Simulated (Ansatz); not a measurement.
A plane-wave DFT run in Ansatz 0.2.0 (scalar-relativistic PAW potentials unless the input names others): input and command.

```yaml
crystal:
  lattice:
    - [4.164579173, 0.0, 0.0]
    - [0.0, 4.164579173, 0.0]
    - [0.0, 0.0, 4.164579173]
  atoms:
    - { symbol: Ba, position: [0.0, 0.0, 0.0] }
    - { symbol: Os, position: [0.0, 0.5, 0.5] }
    - { symbol: Os, position: [0.5, 0.0, 0.5] }
    - { symbol: Os, position: [0.5, 0.5, 0.0] }
basis:
  ecutwfc: 500
kpoints:
  mp_grid: { grid: [12, 12, 12] }
hamiltonian:
  xc: r2scan
  pseudopotentials: { kind: nc }
scf:
  occupations: { method: gaussian, width: 0.1 }
  max_iter: 80
output:
  forces: true
  eigenvalues: true
  stress: true
magnetization:
  spin_polarized: true
  spin_orbit: true
```

```bash
ansatz run input.yaml --threads 1 --pin off --max-ram 2560MiB --backend cpu --events-out ev --progress --plain --runs-dir out
```

Task: What will the program do with this input?

Result: The program refuses it, because of spin-orbit coupling on scalar files and without noncollinear: true (magnetization: not typed → {"spin_polarized": true, "spin_orbit": true}; hamiltonian.pseudopotentials: not typed → {"kind": "nc"}). Without those keys it is accepted.

Abridged log:
```
Error: 2 input errors — fix all and re-run
  1. inconsistent input (magnetization.spin_orbit, magnetization.noncollinear): true requires noncollinear: true — spin–orbit coupling acts on 2-spinor wavefunctions; set both flags
  2. inconsistent input (magnetization.spin_orbit, hamiltonian.pseudopotentials.kind): true requires a fully-relativistic hamiltonian.pseudopotentials.kind (nc_fr or paw_fr), or kind: all_electron without datasets and azcp, which then solves Dirac's equation on LAPW. paw_fr resolves this project's PAW files (source: ansatz) by j as it reads them
```